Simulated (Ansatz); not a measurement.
TiN (rock salt)

```
CELL_PARAMETERS angstrom
      0.00000     2.11666     2.11666
      2.11666     0.00000     2.11666
      2.11666     2.11666     0.00000
ATOMIC_POSITIONS crystal
  N  0.00000 0.00000 0.00000
  Ti 0.50000 0.50000 0.50000
```

The slice is a {100} plane (indices of the conventional cell) through the point (0.000, 0.000, 0.000) (fractional), spanned by u = [100] and v = [0 1 -1] in vectors of this cell: u (2.99 Å) and v (2.99 Å, at 90° to u). It covers one period; positions are fractions (u, v).

The numbers are results of r2SCAN (plane waves to 500 eV, PAW, scalar-relativistic; Ansatz, an electronic-structure program), not measurements. k mesh 19×19×19. These are valence fields of a PAW run, semicore shells included where kept as valence: close to a nucleus they are smooth pseudo fields. The PAW data are Ansatz's earlier set. TiN is run without spin polarisation. TiN was relaxed with its symmetry unable to fall.

Three fields on this plane, each scaled to ten steps between its own extremes (0 low, 9 high; the total valence density on a logarithmic scale, the potential cut 8 eV below its top; x marks points blanked near nuclei; v = 0 in the bottom row):

Map A
```
|xxxxxx999989999xxxxx|
|xxxxxx887666788xxxxx|
|xxxxxx653111356xxxxx|
|xxxxx52000x00025xxxx|
|xxxx510xxxxxxx015xxx|
|x88620xxxxxxxxx02688|
|99850xxxxxxxxxxx0589|
|99730xxxxxxxxxxx0379|
|99610xxxxxxxxxxx0169|
|9861xxxxxxxxxxxxx168|
|99610xxxxxxxxxxx0169|
|99730xxxxxxxxxxx0379|
|99850xxxxxxxxxxx0589|
|x88620xxxxxxxxx02688|
|xxxx510xxxxxxx015xxx|
|xxxxx52000x00025xxxx|
|xxxxxx653111356xxxxx|
|xxxxxx887666788xxxxx|
|xxxxxx999989999xxxxx|
|xxxxxxx9999999xxxxxx|
```

Map B
```
|xxxxxx963101369xxxxx|
|xxxxxx841000148xxxxx|
|xxxxxx410000014xxxxx|
|xxxxx41001x10014xxxx|
|xxxx410xxxxxxx014xxx|
|x98410xxxxxxxxx01489|
|76410xxxxxxxxxxx0146|
|43100xxxxxxxxxxx0013|
|11001xxxxxxxxxxx1001|
|1000xxxxxxxxxxxxx000|
|11001xxxxxxxxxxx1001|
|43100xxxxxxxxxxx0013|
|76410xxxxxxxxxxx0146|
|x98410xxxxxxxxx01489|
|xxxx410xxxxxxx014xxx|
|xxxxx41001x10014xxxx|
|xxxxxx410000014xxxxx|
|xxxxxx841000148xxxxx|
|xxxxxx963101369xxxxx|
|xxxxxxx7411147xxxxxx|
```

Map C
```
|xxxxxx963101369xxxxx|
|xxxxxx953111359xxxxx|
|xxxxxx864444468xxxxx|
|xxxxx98789x98789xxxx|
|xxxx989xxxxxxx989xxx|
|x99889xxxxxxxxx98899|
|66567xxxxxxxxxxx7656|
|33348xxxxxxxxxxx8433|
|01149xxxxxxxxxxx9411|
|0014xxxxxxxxxxxxx410|
|01149xxxxxxxxxxx9411|
|33348xxxxxxxxxxx8433|
|66567xxxxxxxxxxx7656|
|x99889xxxxxxxxx98899|
|xxxx989xxxxxxx989xxx|
|xxxxx98789x98789xxxx|
|xxxxxx864444468xxxxx|
|xxxxxx953111359xxxxx|
|xxxxxx963101369xxxxx|
|xxxxxxx6300036xxxxxx|
```

Question: Assign the maps to these fields: electron localisation function (ELF); valence electron density; electrostatic potential energy of an electron, from the cell's mean.

Answer: A is the electrostatic potential energy of an electron, from the cell's mean; B is the electron localisation function (ELF); C is the valence electron density.
